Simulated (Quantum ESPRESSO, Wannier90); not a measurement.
**Tight-binding from DFT: Mg (bcc (W type), model phase)**

```
CELL_PARAMETERS angstrom
     -1.77276     1.77276     1.77276
      1.77276    -1.77276     1.77276
      1.77276     1.77276    -1.77276
ATOMIC_POSITIONS crystal
  Mg 0.00000 0.00000 0.00000
```

Materials Project entry mp-110; symmetrised, unrelaxed at this level. This isn't the element's usual structure (hcp); take it as a model of another phase. Method: PBEsol plane waves in Quantum ESPRESSO 7.5 (PseudoDojo norm-conserving files, 68 Ry, no spin polarisation, no spin-orbit coupling), Bloch states on a 12×12×12 mesh through Γ, Wannier90 4.0.1. Density: 16×16×16 mesh, cold smearing 0.01 Ry.

Valence charges of the files: Mg 10. 14 bands were computed.

Isolated groups of bands, relative to the Fermi level (bands from 5 on overlap up to the last one computed):

```
bands  from (eV)  to (eV)  filling  weight on atomic waves
-----  ---------  -------  -------  ----------------------
1         -75.79   -75.79   filled             Mg 2s 100 %
2–4       -42.75   -42.71   filled             Mg 2p 100 %
```

Wanted is a model with the orbitals Mg s p, without the filled groups that are mainly made of other shells (semicore states, and anion s where it isn't named); all higher bands stay in for disentanglement.

Give num_wann, exclude_bands and num_bands, and the number of electrons that the model holds.

Electrons: 1×10 = 10, or 5.0 bands' worth; no gap over 0.05 eV opens at the Fermi level at this level of theory.
num_wann = 1×4 = 4.
exclude_bands = 1-4, 4 bands, so num_bands = 14 − 4 = 10.
The model holds 10 − 2×4 = 2 electrons. With the window frozen to 1.50 eV it follows pw.x to 24 meV rms (states up to 1.0 eV relative to the Fermi level).
